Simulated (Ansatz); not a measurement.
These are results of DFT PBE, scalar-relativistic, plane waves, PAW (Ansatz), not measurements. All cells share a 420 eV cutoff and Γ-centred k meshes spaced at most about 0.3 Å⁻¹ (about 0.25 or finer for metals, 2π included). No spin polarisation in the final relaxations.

These are static total energies at zero pressure. All come from trial cells, and lower structures may exist.

Task: These unrelaxed guesses for Zr₂Ge₂W are each relaxed within their symmetry. Order them by the energy at which they end, lowest first.
A.

Space group P-3m1 (No. 164). a = 3.241 Å, b = 3.241 Å, c = 8.702 Å, α = 90.00°, β = 90.00°, γ = 120.00°
| atom | site | symmetry | x | y | z |
| --- | --- | --- | --- | --- | --- |
| Zr | 2d | 3m. | 0.6667 | 0.3333 | 0.8658 |
| Ge | 2d | 3m. | 0.3333 | 0.6667 | 0.6841 |
| W | 1a | -3m. | 0.0000 | 0.0000 | 0.0000 |

B.

Space group R-3m:H (No. 166). a = 4.868 Å, b = 4.868 Å, c = 15.538 Å, α = 90.00°, β = 90.00°, γ = 120.00°
| atom | site | symmetry | x | y | z |
| --- | --- | --- | --- | --- | --- |
| Zr | 6c | 3m | 0.0000 | 0.0000 | 0.3260 |
| Ge | 6c | 3m | 0.0000 | 0.0000 | 0.1632 |
| W | 3a | -3m | 0.0000 | 0.0000 | 0.0000 |

C.

Space group P6/mmm (No. 191). a = 5.256 Å, b = 5.256 Å, c = 4.341 Å, α = 90.00°, β = 90.00°, γ = 120.00°
```json
{"atom": "Zr", "site": "2c", "symmetry": "-6m2", "x": "0.3333", "y": "0.6667", "z": "0.0000"}
{"atom": "Ge", "site": "2d", "symmetry": "-6m2", "x": "0.3333", "y": "0.6667", "z": "0.5000"}
{"atom": "W", "site": "1a", "symmetry": "6/mmm", "x": "0.0000", "y": "0.0000", "z": "0.0000"}
```

D.

Space group P-6m2 (No. 187). a = 3.760 Å, b = 3.760 Å, c = 7.610 Å, α = 90.00°, β = 90.00°, γ = 120.00°
```
atom  site  symmetry       x       y       z
  Zr    2h       3m. 0.3333  0.6667  0.2055
  Ge    1e      -6m2  0.6667  0.3333  0.0000
  Ge    1a      -6m2  0.0000  0.0000  0.0000
   W    1b      -6m2  0.0000  0.0000  0.5000
```

Result: B (ends in R-3m, 0 meV/atom), A (ends in P-3m1, 21 meV/atom), D (ends in P-6m2, 0.37 eV/atom), C (ends in P6/mmm, 0.84 eV/atom). Even the lowest end lies +0.05 eV/atom against the elements.

These runs have no spin–orbit coupling, which can matter for W. Cells relaxed within their symmetry can be saddle points. Some types were kept out of the candidates beforehand, so the set may lack a known form.
